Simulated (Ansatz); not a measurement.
Si₂Mo in space group P6_222 (No. 180; Si on 6j, Mo on 3d), the program Ansatz at the r²SCAN level (PAW). The conduction-band minimum lies at M, with 3 equivalent valleys. Second derivatives d²E/dk² of the lowest band at one valley (eV·Å²), along Cartesian directions:

```
direction  d²E/dk²
---------  -------
[100]        23.20
[010]        16.98
[001]        16.86
[110]        20.07
[101]        20.03
[011]        16.91
```

### Question
Find the principal effective masses, the density-of-states mass and the conductivity mass.

### Answer
Off-diagonal terms follow from H_xy = H[110] − (H_xx + H_yy)/2, and m*/mₑ = 7.620 eV·Å² over each eigenvalue: 0.33, 0.45, 0.45. One valley's DOS mass (m₁m₂m₃)^(1/3) = 0.41, conductivity mass 3/(Σ 1/mᵢ) = 0.40 mₑ.

### Question
What effective density of states Nc follows at 300 K for parabolic valleys?

### Answer
Nc = 2.509e19 × 3 × (0.41)^(3/2) ≈ 2.0e19 cm⁻³.

### Question
With the computed static dielectric constant 52.2 (mean of the diagonal), estimate a hydrogenic donor's binding energy and radius.

### Answer
E = 13.606 eV × 0.40/52.2² ≈ 2.0 meV; a = 0.529 Å × ε/m* ≈ 69 Å. Semilocal masses tend to be too small where the gap is.

The first step of the workflow began from a Materials Project structure, measured or hypothetical; the Crystallography Open Database copy checked does not list it. It is not the phase usual at ambient conditions (space group No. 139). The r²SCAN relaxation kept the symmetry of its start; phonons on a q-mesh show no instability. No spin polarisation was allowed. Spin–orbit coupling is left out wherever it is not named.

Potentials: the earlier of the program's two PAW sets.
